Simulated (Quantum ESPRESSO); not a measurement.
# W5CuNb2: input and log of a self-consistent run

A calculation, not a measurement. The program is pw.x of Quantum ESPRESSO 7.5 (plane-wave density functional theory). The cell is made up: eight metal atoms on a hexagonal close-packed lattice, with elements, volume, strain and displacements drawn at random and not relaxed, so it may be unstable or far from any real phase. PseudoDojo standard norm-conserving files set the functional (PBE unless stated); there is no spin polarisation or spin-orbit coupling, the Fermi-Dirac width of 0.25 eV means electrons at about 2900 K, and the masses in the input are unused placeholders. The copper pseudopotential is less sure than most, with forces differing by about three percent and pressure by about two GPa from a second method on plain copper. Heavy elements are run without spin-orbit coupling, which real alloys of them have. A spin test at this wide smearing found no moment, but such smearing suppresses magnetism that the real alloy may have.

Input:

```
&control calculation='scf', pseudo_dir='./dojo.nc.sr.pbe.v0_5.standard.upf', outdir='./o', disk_io='minimal', tprnfor=.true., tstress=.true. /
&system ibrav=0, nat=8, ntyp=3, nbnd=75, ecutwfc=92.02030273, nosym=.true., tot_charge=0,
 occupations='smearing', smearing='fd', degauss=0.0183746611
/
&electrons conv_thr=1.470e-08, electron_maxstep=70, mixing_beta=0.5 /
ATOMIC_SPECIES
Cu 1.0 Cu.upf
Nb 1.0 Nb.upf
W 1.0 W.upf
CELL_PARAMETERS angstrom
2.9433 0.0422 4.6508
2.8708 -0.0776 -4.6061
-2.9377 4.9477 0.0417
ATOMIC_POSITIONS angstrom
W -0.0023 0.0611 -0.0178
Cu -1.4625 2.3958 -0.0533
W 2.9266 1.7083 -2.114
W 1.4067 4.0298 -2.1571
Nb 2.8825 0.0658 -0.0378
Nb 1.4365 2.4996 0.0939
W 2.7548 1.5946 2.3562
W 1.4624 4.1557 2.3572
K_POINTS automatic
5 5 5 1 1 1
```

The log is shortened where brackets say so; the opening notice, blank lines, dates and the lines on written files are dropped, and the path of the files is cut. It prints rydbergs, bohrs and kilobars, and counts compression as positive stress. Its total energy is the free energy E - TS of the whole cell.

```
     Program PWSCF v.7.5
     Parallel version (MPI & OpenMP), running on       4 processor cores
     Number of MPI processes:                 4
     Threads/MPI process:                     1
     [start-up lines left out]
     bravais-lattice index     =            0
     lattice parameter (alat)  =      10.4012  a.u.
     unit-cell volume          =     895.0462 (a.u.)^3
     number of atoms/cell      =            8
     number of atomic types    =            3
     number of electrons       =       115.00
     number of Kohn-Sham states=           75
     kinetic-energy cutoff     =      92.0203  Ry
     charge density cutoff     =     368.0812  Ry
     scf convergence threshold =      1.5E-08
     mixing beta               =       0.5000
     number of iterations used =            8  plain     mixing
     Exchange-correlation= PBE
                           (   1   4   3   4   0   0   0)
     [axes and pseudopotential details left out]
   Cartesian axes
     site n.     atom                  positions (alat units)
         1        W      tau(   1) = (  -0.0004179   0.0111009  -0.0032340  )
         2        Cu     tau(   2) = (  -0.2657127   0.4352783  -0.0096838  )
         3        W      tau(   3) = (   0.5317161   0.3103706  -0.3840797  )
         4        W      tau(   4) = (   0.2555747   0.7321497  -0.3919103  )
         5        Nb     tau(   5) = (   0.5237038   0.0119548  -0.0068677  )
         6        Nb     tau(   6) = (   0.2609889   0.4541370   0.0170601  )
         7        W      tau(   7) = (   0.5005028   0.2897131   0.4280836  )
         8        W      tau(   8) = (   0.2656945   0.7550237   0.4282653  )
     number of k points=    63  Fermi-Dirac smearing, width (Ry)=  0.0184
                       cart. coord. in units 2pi/alat
        k(    1) = (   0.1907360   0.2245316  -0.0043997), wk =   0.0320000
        k(    2) = (   0.1921181   0.4478666  -0.0073008), wk =   0.0320000
     [further k points left out]
     Dense  grid:   106797 G-vectors     FFT dimensions: (  64,  64,  72)
     Estimated max dynamical RAM per process >     447.74 MB
     Estimated total dynamical RAM >       1.67 GB
     Initial potential from superposition of free atoms
     starting charge     114.9925, renormalised to     115.0000
     Starting wfcs are   80 randomized atomic wfcs
     total cpu time spent up to now is       11.9 secs
     per-process dynamical memory:   358.7 Mb
     Self-consistent Calculation
     iteration #  1     ecut=    92.02 Ry     beta= 0.50
     Davidson diagonalization with overlap
     ethr =  1.00E-02,  avg # of iterations =  2.4
     total cpu time spent up to now is       42.7 secs
     total energy              =   -1376.80144592 Ry
     estimated scf accuracy    <      14.60091547 Ry
     iteration #  2     ecut=    92.02 Ry     beta= 0.50
     Davidson diagonalization with overlap
     ethr =  1.00E-02,  avg # of iterations =  3.0
     total cpu time spent up to now is       75.8 secs
     total energy              =   -1384.38762107 Ry
     estimated scf accuracy    <      38.16410455 Ry
     iteration #  3     ecut=    92.02 Ry     beta= 0.50
     Davidson diagonalization with overlap
     ethr =  1.00E-02,  avg # of iterations =  2.1
     total cpu time spent up to now is      105.3 secs
     total energy              =   -1387.16643180 Ry
     estimated scf accuracy    <       7.36983351 Ry
     iteration #  4     ecut=    92.02 Ry     beta= 0.50
     Davidson diagonalization with overlap
     ethr =  6.41E-03,  avg # of iterations =  1.3
     total cpu time spent up to now is      129.7 secs
     total energy              =   -1386.83425885 Ry
     estimated scf accuracy    <       3.36021526 Ry
     iteration #  5     ecut=    92.02 Ry     beta= 0.50
     Davidson diagonalization with overlap
     ethr =  2.92E-03,  avg # of iterations =  3.0
     total cpu time spent up to now is      156.3 secs
     total energy              =   -1386.59111704 Ry
     estimated scf accuracy    <       1.38831143 Ry
     [iterations 6 to 15 left out]
     iteration # 16     ecut=    92.02 Ry     beta= 0.50
     Davidson diagonalization with overlap
     ethr =  5.90E-09,  avg # of iterations =  2.1
     total cpu time spent up to now is      478.5 secs
     total energy              =   -1386.65581530 Ry
     estimated scf accuracy    <       0.00000109 Ry
     iteration # 17     ecut=    92.02 Ry     beta= 0.50
     Davidson diagonalization with overlap
     ethr =  9.48E-10,  avg # of iterations =  2.3
     total cpu time spent up to now is      506.8 secs
     total energy              =   -1386.65581546 Ry
     estimated scf accuracy    <       0.00000018 Ry
     iteration # 18     ecut=    92.02 Ry     beta= 0.50
     Davidson diagonalization with overlap
     ethr =  1.57E-10,  avg # of iterations =  3.3
     total cpu time spent up to now is      535.5 secs
     total energy              =   -1386.65581548 Ry
     estimated scf accuracy    <       0.00000008 Ry
     iteration # 19     ecut=    92.02 Ry     beta= 0.50
     Davidson diagonalization with overlap
     ethr =  6.57E-11,  avg # of iterations =  2.4
     total cpu time spent up to now is      562.8 secs
     total energy              =   -1386.65581548 Ry
     estimated scf accuracy    <       0.00000007 Ry
     iteration # 20     ecut=    92.02 Ry     beta= 0.50
     Davidson diagonalization with overlap
     ethr =  6.29E-11,  avg # of iterations =  1.4
     total cpu time spent up to now is      587.0 secs
     End of self-consistent calculation
     [lines on levels left out]
!    total energy              =   -1386.65581549 Ry
     estimated scf accuracy    <          5.4E-09 Ry
     smearing contrib. (-TS)   =      -0.13008140 Ry
     internal energy E=F+TS    =   -1386.52573409 Ry
     The total energy is F=E-TS. E is the sum of the following terms:
     one-electron contribution =    -385.53035846 Ry
     hartree contribution      =     257.29947385 Ry
     xc contribution           =    -264.42181558 Ry
     ewald contribution        =    -993.87303390 Ry
     convergence has been achieved in  20 iterations
     Forces acting on atoms (cartesian axes, Ry/au):
     atom    1 type  3   force =     0.02399074   -0.00662155    0.02469971
     atom    2 type  1   force =     0.00570944    0.03078418    0.03892626
     atom    3 type  3   force =    -0.04038125   -0.00856689   -0.07198602
     atom    4 type  3   force =    -0.00994578   -0.01425950   -0.07933063
     atom    5 type  2   force =    -0.01841799   -0.02996389    0.03209319
     atom    6 type  2   force =    -0.01209287   -0.00534125    0.00809914
     atom    7 type  3   force =     0.03748127    0.00506724    0.02019592
     atom    8 type  3   force =     0.01365644    0.02890165    0.02730244
     Total force =     0.152708     Total SCF correction =     0.000121
     Computing stress (Cartesian axis) and pressure
          total   stress  (Ry/bohr**3)                   (kbar)     P=       12.93
  -0.00017949  -0.00013263   0.00004461          -26.40      -19.51        6.56
  -0.00013263   0.00002252   0.00008196          -19.51        3.31       12.06
   0.00004461   0.00008196   0.00042060            6.56       12.06       61.87
     init_run     :     11.37s CPU     11.74s WALL (       1 calls)
     electrons    :    566.22s CPU    575.02s WALL (       1 calls)
     forces       :      3.97s CPU      3.99s WALL (       1 calls)
     stress       :     14.07s CPU     14.35s WALL (       1 calls)
     [timing details left out]
     PWSCF        :   9m55.83s CPU  10m 5.32s WALL
     JOB DONE.
```

In other units: free energy -18866.413 eV for the cell, pressure 1.29 GPa, largest force component 2.040 eV/Å in size. The run took 607 s of wall time with four MPI processes on a shared machine (Intel Xeon, 2023 or later, virtual cores), so the time is rough. A rerun of this cell at a higher cutoff and on a denser mesh moved values by no more than 0.003 eV in energy, 0.04 GPa in stress and 0.009 eV/Å in force, and a second program with other atomic files agreed on that cell to 2 % rms in force and 0.5 GPa in pressure.